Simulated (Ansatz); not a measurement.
**Turning moments in Fe**

We look at Fe: a test cell of our own (not relaxed), with 1 atom per cell.

```
Fe
1.0
    -1.43150    1.43150    1.43150
     1.43150   -1.43150    1.43150
     1.43150    1.43150   -1.43150
Fe
1
Cartesian
  0.0000 0.0000 0.0000
```

Atoms are numbered from 1 in the order listed.

These are results of DFT, PBE, fully relativistic norm-conserving potentials, plane waves, spin-orbit coupling (Ansatz), not measurements.

- Plane-wave cutoff: 1225 eV
- k-point mesh: 5×5×5 (Γ-centred)
- Occupations: Gaussian smearing, 0.1 eV

With one magnetic atom in the cell its copies can only be parallel; orders in a larger cell may lie lower.

The mesh is coarse, so energy differences (and at times their sign) aren't converged.

Spins are non-collinear; moments are vectors (x, y, z) in μB.

Default search: extra SCF cycles where an unstable direction or a doubtful shell filling shows. With a search on, the program may also reshape the start on open shells.

Only this run was made, so its end need not be the lowest state of the cell.

Q: Start Fe1 (0.00, 0.00, 2.20); default search for lower states. What happens?

A: It converges in 9 iterations: site vectors not recorded: net moment 2.10 μB, absolute moment 2.24 μB.
